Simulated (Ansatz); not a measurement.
Te2Ru:
```cif
data_Ru2Te4
_chemical_formula_sum 'Te4 Ru2'
_space_group_name_H-M_alt 'Pnnm'
_space_group_IT_number 58
_space_group_name_Hall '-P 2 2n'
_cell_length_a 5.33371
_cell_length_b 6.44102
_cell_length_c 4.03924
_cell_angle_alpha 90.000
_cell_angle_beta 90.000
_cell_angle_gamma 90.000
loop_
_atom_site_label
_atom_site_type_symbol
_atom_site_symmetry_multiplicity
_atom_site_Wyckoff_symbol
_atom_site_fract_x
_atom_site_fract_y
_atom_site_fract_z
_atom_site_occupancy
Te1 Te 4 g 0.21963 0.36710 0.00000 1
Ru1 Ru 2 a 0.00000 0.00000 0.00000 1
```

Relaxed with r²SCAN.

### Question
Which orbitals make up the states near the band edges in r²SCAN (plane waves, PAW; program Ansatz)?

### Answer
Top 1 eV of the valence band: Ru 4d 59 %, Te 5p 37 %. Bottom 1 eV of the conduction band: Te 5p 45 %, Ru 4d 42 %, Te 5s 9 %. Projections are on Löwdin-orthogonalised atomic valence shells; empty p or d shells of many metals are not among them.

### Question
Tabulate the density of states.

### Answer
States/eV per cell of 6 atoms, in 0.25 eV bins, energy from the valence-band maximum.

| E (eV) | total | Te 5p | Ru 4d | Te 5s |
|---|---|---|---|---|
| -7.86 | 0.00 | 0.00 | 0.00 | 0.00 |
| -7.61 | 0.00 | 0.00 | 0.00 | 0.00 |
| -7.36 | 0.00 | 0.00 | 0.00 | 0.00 |
| -7.11 | 0.00 | 0.00 | 0.00 | 0.00 |
| -6.86 | 0.00 | 0.00 | 0.00 | 0.00 |
| -6.61 | 0.11 | 0.08 | 0.02 | 0.00 |
| -6.36 | 1.68 | 1.31 | 0.20 | 0.03 |
| -6.11 | 5.86 | 4.49 | 0.88 | 0.12 |
| -5.86 | 6.15 | 4.49 | 1.13 | 0.15 |
| -5.61 | 2.94 | 2.16 | 0.49 | 0.07 |
| -5.36 | 2.92 | 2.03 | 0.62 | 0.10 |
| -5.11 | 3.75 | 2.57 | 0.88 | 0.13 |
| -4.86 | 3.58 | 2.33 | 1.02 | 0.11 |
| -4.61 | 4.04 | 2.51 | 1.33 | 0.09 |
| -4.36 | 5.39 | 3.11 | 2.07 | 0.07 |
| -4.11 | 6.11 | 3.40 | 2.45 | 0.10 |
| -3.86 | 6.21 | 3.56 | 2.33 | 0.13 |
| -3.61 | 5.28 | 3.34 | 1.60 | 0.15 |
| -3.36 | 4.38 | 2.78 | 1.33 | 0.12 |
| -3.11 | 4.95 | 2.96 | 1.68 | 0.13 |
| -2.86 | 4.58 | 2.72 | 1.60 | 0.11 |
| -2.61 | 5.34 | 2.91 | 2.15 | 0.11 |
| -2.36 | 5.38 | 2.47 | 2.69 | 0.08 |
| -2.11 | 5.55 | 1.81 | 3.51 | 0.07 |
| -1.86 | 8.83 | 2.23 | 6.25 | 0.08 |
| -1.61 | 7.23 | 1.40 | 5.54 | 0.05 |
| -1.36 | 11.12 | 1.84 | 8.84 | 0.10 |
| -1.11 | 6.59 | 1.52 | 4.77 | 0.06 |
| -0.86 | 5.23 | 1.58 | 3.40 | 0.05 |
| -0.61 | 2.80 | 1.06 | 1.61 | 0.02 |
| -0.36 | 1.83 | 0.93 | 0.81 | 0.02 |
| -0.11 | 0.16 | 0.11 | 0.05 | 0.00 |
| 0.14 | 0.00 | 0.00 | 0.00 | 0.00 |
| 0.39 | 0.00 | 0.00 | 0.00 | 0.00 |
| 0.64 | 0.60 | 0.10 | 0.38 | 0.10 |
| 0.89 | 2.96 | 1.07 | 1.42 | 0.37 |
| 1.14 | 6.07 | 2.86 | 2.40 | 0.55 |
| 1.39 | 5.40 | 2.72 | 2.06 | 0.39 |
| 1.64 | 3.69 | 2.01 | 1.32 | 0.21 |
| 1.89 | 4.51 | 2.48 | 1.61 | 0.22 |
| 2.14 | 5.17 | 2.92 | 1.78 | 0.19 |
| 2.39 | 3.20 | 1.88 | 1.03 | 0.08 |
| 2.64 | 3.09 | 1.82 | 0.97 | 0.07 |
| 2.89 | 4.87 | 2.90 | 1.51 | 0.09 |
| 3.14 | 3.98 | 2.38 | 1.24 | 0.05 |
| 3.39 | 2.52 | 1.46 | 0.80 | 0.02 |
| 3.64 | 1.41 | 0.81 | 0.45 | 0.01 |
| 3.89 | 0.52 | 0.30 | 0.17 | 0.01 |
| 4.14 | 0.02 | 0.01 | 0.01 | 0.00 |
| 4.39 | 0.04 | 0.00 | 0.00 | 0.00 |
| 4.64 | 0.47 | 0.04 | 0.01 | 0.01 |
| 4.89 | 1.23 | 0.12 | 0.03 | 0.03 |
| 5.14 | 1.95 | 0.21 | 0.05 | 0.04 |
| 5.39 | 2.61 | 0.30 | 0.06 | 0.06 |

The first step of the workflow began from a Materials Project structure, measured or hypothetical; the Crystallography Open Database files this formula in space group No. 58, but the cells were not matched. Its standing as an ambient phase is unchecked. Symmetry was held in the r²SCAN relaxation; its stability against distortions is not shown here. No spin polarisation was allowed. Spin–orbit coupling is left out wherever it is not named.

Potentials: the later of the program's two PAW sets.
